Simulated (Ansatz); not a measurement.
Given:

ZrC:
```
ZrC
1.0
    0.00000     2.35423     2.35423
    2.35423     0.00000     2.35423
    2.35423     2.35423     0.00000
C Zr
1 1
Cartesian
  0.00000   0.00000   0.00000
  2.35423   2.35423   2.35423
```

This is the PBE-relaxed structure.

Question: All from the program Ansatz at the PBE level (PAW), unless another level is named. Estimate the electronic character.

Answer: metallic (no gap).

Question: Next, the density of states at the Fermi level?

Answer: 0.13 states/eV per atom (mean over ±0.08 eV).

Question: Give the Z2 indices of the occupied bands with spin–orbit coupling.

Answer: 1;(000).

Question: And the gap with spin–orbit coupling?

Answer: none (metallic).

Space group Fm-3m (rock salt). The cell was relaxed with PBE under the symmetry of its start; of distortions, only those at the zone centre were tested. The run is not spin-polarised. Spin–orbit coupling is left out wherever it is not named.

Potentials: the later of the program's two PAW sets.
